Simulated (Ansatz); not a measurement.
## Computed properties of PbI₂

PbI2 (fluorite, space group No. 225), a = b = c = 7.966 Å, α = β = γ = 90.00°; the cell used has 3 atoms.

Space group Fm-3m (No. 225), fluorite; conventional cell a = b = c = 7.9658 Å, α = β = γ = 90.00°.

Method: PBE (plane waves, PAW; program Ansatz). Geometry: relaxed at this level of theory. Other levels are named where they apply.

Cell and energy:

```yaml
volume_per_atom: 42.12 Å³
density: 6.06 g/cm³
Formation energy from the elements (no fitted shifts): -0.55 eV/atom
```

Electronic structure:

```yaml
band_gap: 1.68 eV (indirect)
valence_band_maximum: at X
conduction_band_minimum: on the Γ–X line, 48 % of the way from Γ (6 equivalent valleys)
smallest_direct_gap_on_the_standard_path: 1.92 eV
electron_effective_mass: 0.27, 0.27, 1.0 mₑ (principal values)
hole_effective_mass: 0.33, 3.3, 3.3 mₑ (principal values)
```

Mechanics:

```yaml
Bulk modulus (Birch–Murnaghan fit): 25.2 GPa
Pressure derivative B′: 4.7
```

The cell is a constructed one: a structure type filled with these elements; neither database checked (COD, Materials Project) lists it. It is not the phase usual at ambient conditions (space group No. 164). The PBE relaxation kept the symmetry of its start; its stability against distortions is not shown here. The references are the lowest solids computed at this level, not always the standard phases. Scalar-relativistic: spin–orbit coupling is off unless named, which matters more the heavier the elements.

Potentials: the later of the program's two PAW sets.
